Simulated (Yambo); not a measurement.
Yambo input for LiTaF₆ (space group R-3, No. 148) (a = 5.421 Å, b = 5.421 Å, c = 5.421 Å, α = 56.95°, β = 56.95°, γ = 56.95°), on norm-conserving PBEsol (Quantum ESPRESSO, 84 Ry, without SOC) wavefunctions on a 4×4×4 mesh:

```
optics
chi
dipoles
kernel
FFTGvecs= 40 Ry
Chimod= "HARTREE"
NGsBlkXd= 3 Ry
% QpntsRXd
 1 | 1 |
%
% BndsRnXd
 2 | 90 |
%
GrFnTpXd= "R"
% EnRngeXd
 0.0 | 20.0 | eV
%
% DmRngeXd
 0.2 | 0.2 | eV
%
CGrdSpXd= 50
ETStpsXd= 161
% LongDrXd
 1.0 | 0.0 | 0.0 |
%
% XfnQP_E
 4.701 | 1.0 | 1.0 |
%
```

First lines of the file o-*.eps_q1_inv_rpa_dyson:

```
Absorption @ Q(1):   1.00000000     0.00000000     0.00000000    [q->0 direction]
#
# [ X ] Hartree size     :   65
# [GEN] GF Energies     : Perdew, Burke & Ernzerhof SOL(X)+Perdew, Burke & Ernzerhof SOL(C)+ user defined corrections @E
# [GEN] Green`s Function     : Retarded
#
# [GEN] Gauge     : Length
# [GEN] [r,Vnl] included     : yes
#
#    E[1] [eV]     Im(eps)     Re(eps)     Im(eps_o)     Re(eps_o)
#
     0.000000     -0.76269E-09     1.891291     -0.11408E-17     2.090476
     0.125000     0.134912E-3     1.891333     0.209845E-3     2.090541
     0.250000     0.269931E-3     1.891460     0.419902E-3     2.090738
     0.375000     0.405164E-3     1.891670     0.630383E-3     2.091066
     0.500000     0.540718E-3     1.891966     0.841503E-3     2.091525
     0.625000     0.676701E-3     1.892346     0.001053     2.092117
     0.750000     0.813223E-3     1.892811     0.001267     2.092841
     0.875000     0.950393E-3     1.893362     0.001481     2.093699
     1.000000     0.001088     1.893999     0.001697     2.094691
     1.125000     0.001227     1.894722     0.001914     2.095818
     1.250000     0.001367     1.895532     0.002134     2.097082
     1.375000     0.001508     1.896429     0.002356     2.098484
     1.500000     0.001650     1.897415     0.002580     2.100025
     1.625000     0.001793     1.898491     0.002807     2.101707
     1.750000     0.001938     1.899656     0.003037     2.103531
     1.875000     0.002085     1.900912     0.003270     2.105500
     2.000000     0.002233     1.902261     0.003507     2.107616
     2.125000     0.002384     1.903702     0.003748     2.109881
     2.250000     0.002536     1.905238     0.003993     2.112297
     2.375000     0.002690     1.906870     0.004242     2.114868
     2.500000     0.002847     1.908599     0.004496     2.117595
     2.625000     0.003006     1.910427     0.004755     2.120483
     2.750000     0.003168     1.912355     0.005020     2.123535
     2.875000     0.003333     1.914385     0.005291     2.126753
     3.000000     0.003501     1.916519     0.005568     2.130143
     3.125000     0.003672     1.918758     0.005852     2.133707
     3.250000     0.003846     1.921106     0.006143     2.137451
     3.375000     0.004025     1.923563     0.006442     2.141379
     3.500000     0.004207     1.926133     0.006749     2.145497
     3.625000     0.004393     1.928818     0.007065     2.149808
     3.750000     0.004583     1.931620     0.007390     2.154320
     3.875000     0.004778     1.934543     0.007726     2.159037
     4.000000     0.004978     1.937589     0.008072     2.163968
```
(The file goes on to the top of the energy range.) Convergence of the RPA response with its 4×4×4 mesh was not tested. The scissor comes from a G0W0 run whose convergence isn't established.

Geometry of the Materials Project entry, not relaxed at this level.

The structure is a Materials Project entry; no match was found in the copy of COD used, and its stability was not checked.
